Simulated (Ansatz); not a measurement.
## NbTlSi: relaxation (Ansatz)

input.yaml:

```yaml
crystal:
  lattice:
    - [7.057576, 0.0, 0.0]
    - [-3.528788, 6.112041, 0.0]
    - [0.0, 0.0, 3.908287]
  atoms:
    - { symbol: Nb, position: [0.589, 0.0, 0.5] }
    - { symbol: Nb, position: [0.411, 0.411, 0.5] }
    - { symbol: Nb, position: [0.0, 0.589, 0.5] }
    - { symbol: Tl, position: [0.242, 0.0, 0.0] }
    - { symbol: Tl, position: [0.758, 0.758, 0.0] }
    - { symbol: Tl, position: [0.0, 0.242, 0.0] }
    - { symbol: Si, position: [0.3333, 0.6667, 0.0] }
    - { symbol: Si, position: [0.6667, 0.3333, 0.0] }
    - { symbol: Si, position: [0.0, 0.0, 0.5] }
  symmetry: { tolerance: 0.0003 }
kpoints:
  mp_grid: { grid: [6, 6, 9], shift: [0, 0, 0] }
magnetization:
  spin_polarized: false
scf:
  occupations: { method: gaussian, width: 0.0343 }
  lower_state_search: "off"
hamiltonian:
  pseudopotentials: { kind: paw }
  xc: pbe
basis:
  ecutwfc: 420
  fft_grid_basis: typed
relax:
  max_steps: 40
  cell: { p_target: 20.0 }
output:
  forces: true
  stress: true
  eigenvalues: true
  bader: true
  populations: true
  elf: true
  write_potential: true
  volumetric_format: npy
  dos:
    e_range: [-12, 8]
    de: 0.05
    projected: { site_lists: { Nb: [Nb], Si: [Si], Tl: [Tl] } }
checkpoint:
  read: saved_state
```

The command:

```bash
ansatz run input.yaml --threads 2 --pin off --max-ram 3584MiB --backend cpu --events-out ev --progress --plain --runs-dir out
```

Origin of the cell: a known structure type with other elements, at an estimated volume, so it need not be a known compound.

The saved state is a converged single point of the same cell.

Excerpt of the output:

```
Warning: the atoms were moved onto the symmetric positions of the space group found under crystal.symmetry.tolerance 3.0e-4 (fractional; no operation is sought that the atoms, as they stand i […]
Pseudopotentials: kind: paw
Pseudopotential: Nb, paw, valence charge 13, recommended cutoff 420 eV (normal), Nb.paw.azcp
Pseudopotential: Tl, paw, valence charge 13, recommended cutoff 420 eV (normal), Tl.paw.azcp
Pseudopotential: Si, paw, valence charge 4, recommended cutoff 420 eV (normal), Si.paw.azcp
Functional definition: PBE
  exchange = pbe_x(kappa = kappa, mu = beta*pi^2/3)
  correlation = pbe_c(beta = beta)
Crystal: 9 atoms, lattice volume = 168.589 Å³
Basis set: ecut = 420 eV, 3343 PW (Γ), exchange–correlation on 96×96×54 points (8 copies of the dense FFT grid, shifted against one another)
Bands: 54, of which v1, the nominal top of the filled ones, is band 45 counted from 1 (44 counted from 0)
[… 10 lines left out …]
Initial density: read from a saved state, or passed on in memory by an earlier SCF of this step, an earlier step, the calling program or the single point that the run made first
Functional: x = pbe(κ = 0.804, μ = 0.219515), c = pbe(β = 0.066725)
SCF iter   1: F=—  HF=-49890.907583 eV  Δρ=1.55e-3  dr2=9.79e-3
SCF iter   2: F=—  HF=-49890.906741 eV  Δρ=8.46e-4  dr2=2.86e-3
SCF iter   3: F=—  HF=-49890.906332 eV  Δρ=1.44e-4  dr2=8.08e-5
SCF iter   4: F=—  HF=-49890.906305 eV  Δρ=3.57e-5  dr2=2.95e-6
SCF iter   5: F=-49890.906305 eV  HF=-49890.906305 eV  Δρ=6.58e-6  dr2=9.86e-8
SCF iter   6: F=-49890.906305 eV  HF=-49890.906305 eV  Δρ=1.85e-6  dr2=5.74e-9
relax step   1: F+E_penalty+E_count = -49890.906305 eV  Δ(F+E_penalty+E_count) = +0.000e0 eV  max|allowed force component| = 3.024e0 eV/Å  Δτ_max = 0.0000 Å  P = +3.100 GPa  Ω = 168.589 Å³  ( […]
relax step   2: F+E_penalty+E_count = -49890.696044 eV  Δ(F+E_penalty+E_count) = +2.103e-1 eV  max|allowed force component| = 8.764e-1 eV/Å  Δτ_max = 0.1826 Å  P = +19.235 GPa  Ω = 150.193 Å³ […]
relax step   3: F+E_penalty+E_count = -49890.968836 eV  Δ(F+E_penalty+E_count) = -2.728e-1 eV  max|allowed force component| = 2.642e-1 eV/Å  Δτ_max = 0.1519 Å  P = +19.955 GPa  Ω = 148.561 Å³ […]
relax step   4: F+E_penalty+E_count = -49890.943470 eV  Δ(F+E_penalty+E_count) = +2.537e-2 eV  max|allowed force component| = 1.467e-2 eV/Å  Δτ_max = 0.0425 Å  P = +20.303 GPa  Ω = 148.102 Å³ […]
relax step   5: F+E_penalty+E_count = -49890.986642 eV  Δ(F+E_penalty+E_count) = -4.317e-2 eV  max|allowed force component| = 6.063e-3 eV/Å  Δτ_max = 0.0041 Å  P = +19.859 GPa  Ω = 148.444 Å³ […]
relax step   6: F+E_penalty+E_count = -49890.974989 eV  Δ(F+E_penalty+E_count) = +1.165e-2 eV  max|allowed force component| = 1.244e-3 eV/Å  Δτ_max = 0.0005 Å  P = +19.992 GPa  Ω = 148.350 Å³ […]
relax step   7: F+E_penalty+E_count = -49890.970667 eV  Δ(F+E_penalty+E_count) = +4.321e-3 eV  max|allowed force component| = 1.398e-3 eV/Å  Δτ_max = 0.0000 Å  P = +19.976 GPa  Ω = 148.350 Å³  stress off target by 3.81e-2 GPa […]
SCF 7 converged in 6 iterations: F = -49890.970667 eV  dr2 = 3.58e-12
basis re-selected at this cell: Δ(F+E_penalty+E_count) = +4.321e-3 eV, ΔP = -0.016 GPa vs the last step (what re-selecting the basis moved, of the pressure what is left beyond the Pulay corre […]
SCF converged after 6 iterations
Free energy (F): -49890.970667 eV
Harris-Foulkes:  -49890.970667 eV  (|F-HF|=0.00e0)
Internal energy: -49890.966558 eV  (E = F + TS)
E sigma→0 (E₀):  -49890.968613 eV
Entropy (-TS):   -0.004110 eV (-0.457 meV/atom)
Fermi energy:    16.960907 eV
--- Per-component energies (eV) ---
  E_band       = 87.960073
  E_kinetic    = 2345.007190
  E_local      = -4504.640839  (includes V_loc(G=0)·N_el)
  E_nonlocal   = 1392.209805
  E_hartree    = 1621.638026
  E_xc         = -1393.546887
  E_vxc        = -1220.072520  (∫ρ·V_xc dr)
  E_paw        = -41264.562521  (= ΣΔE_a)
  E_vpaw       = -1167.819769  (= ΣTr[D̂ρ^β])
  E_aug_tail   = 0.000142  (compensation charges beyond the density's cutoff)
  E_ewald      = -8087.071474
  E_smearing   = -0.004110  (= −TS)
  Σ components = -49890.970667   (vs F -49890.970667, Δ=0.00e0)
--- Forces (eV/Å), atoms counted from 1 ---
  atom   1  Nb    -0.001125     0.000000    -0.000000
  atom   2  Nb     0.000563     0.000974     0.000000
  atom   3  Nb     0.000563    -0.000974    -0.000000
  atom   4  Tl     0.001398    -0.000000     0.000000
  atom   5  Tl    -0.000699    -0.001210    -0.000000
  atom   6  Tl    -0.000699     0.001210     0.000000
  atom   7  Si     0.000000    -0.000000     0.000000
  atom   8  Si     0.000000     0.000000     0.000000
  atom   9  Si    -0.000000    -0.000000    -0.000000
  max |Σ_I F_I| component: 1.97e-16 eV/Å
--- Stress (GPa, compression-positive) ---
       19.982872       0.000000       0.000000
        0.000000      19.982872       0.000000
        0.000000       0.000000      19.961928
  P = ⅓ Tr σ = 19.9759 GPa (199.759 kbar)
--- Relaxed structure (6 steps of the walk, 6 accepted, 1 SCFs on fresh bases) ---
  F+E_penalty+E_count = -49890.970667 eV   max|allowed force component| = 1.398e-3 eV/Å   (the final SCF, on the basis selected at the relaxed cell)
  cell:  # Å, volume = 148.3502 Å³
    - [7.038284, 7.139e-19, 0.0]
    - [-3.519142, 6.095333, 0.0]
    - [0.0, 0.0, 3.457991]
  atoms:
    - { symbol: Nb, position: [0.616776, -1.358e-18, 0.500000] }
    - { symbol: Nb, position: [0.383224, 0.383224, 0.500000] }
    - { symbol: Nb, position: [-1.110e-16, 0.616776, 0.500000] }
    - { symbol: Tl, position: [0.279696, -1.570e-18, 0.0] }
    - { symbol: Tl, position: [0.720304, 0.720304, 0.0] }
    - { symbol: Tl, position: [-2.775e-17, 0.279696, 0.0] }
    - { symbol: Si, position: [0.333333, 0.666667, 0.0] }
    - { symbol: Si, position: [0.666667, 0.333333, 0.0] }
    - { symbol: Si, position: [0.0, -7.647e-19, 0.500000] }
--- Löwdin populations: 9 sites ---
  site symbol       q [e]
     0     Nb     12.9291
     1     Nb     12.9291
     2     Nb     12.9291
     3     Tl     13.0788
     4     Tl     13.0788
     5     Tl     13.0788
     6     Si      3.8495
     7     Si      3.8495
     8     Si      3.8186
  spilling = 0.005098 (of n_electrons = 90.000000)
--- Bader charges: 9 sites ---
  site symbol  charge [e]  shift [e]
     0     Nb      0.8009     0.0003
     1     Nb      0.8010     0.0003
     2     Nb      0.8009     0.0003
     3     Tl     -0.4096     0.0000
     4     Tl     -0.4095     0.0000
     5     Tl     -0.4096     0.0000
     6     Si     -0.5012     0.0006
     7     Si     -0.5012     0.0006
     8     Si     -0.1717     0.0022
  estimated error of the sums over rays = 6.8e-4 e
```

Before:

Space group P-62m (No. 189); the run's cell has a = 7.058 Å, b = 7.058 Å, c = 3.908 Å, α = 90.00°, β = 90.00°, γ = 120.00°. Shortest distances: Si–Tl 2.60 Å, Nb–Si 2.89 Å, Tl–Tl 2.96 Å, Nb–Tl 3.13 Å.

The relaxed structure.

Space group P-62m (No. 189); the run's cell has a = 7.038 Å, b = 7.038 Å, c = 3.458 Å, α = 90.00°, β = 90.00°, γ = 120.00°. Shortest distances: Si–Tl 2.56 Å, Nb–Si 2.70 Å, Nb–Tl 2.94 Å, Tl–Tl 3.41 Å, Nb–Nb 3.46 Å, Si–Si 3.46 Å.

| Item | Value |
| --- | --- |
| Enthalpy lowered by | 287.9 meV/atom |
| Volume change | -12.00 % |
| Final pressure | 19.98 GPa |
| Relaxation steps listed | 7 |

Caveats: no moments, though an odd count or open d shells may carry them; no spin-orbit coupling, though heavy elements are present; the relaxation held the start's symmetry, so the end may be a saddle point.

Time: 180 s of wall time on 2 CPU thread(s) of a shared host, from a saved density.
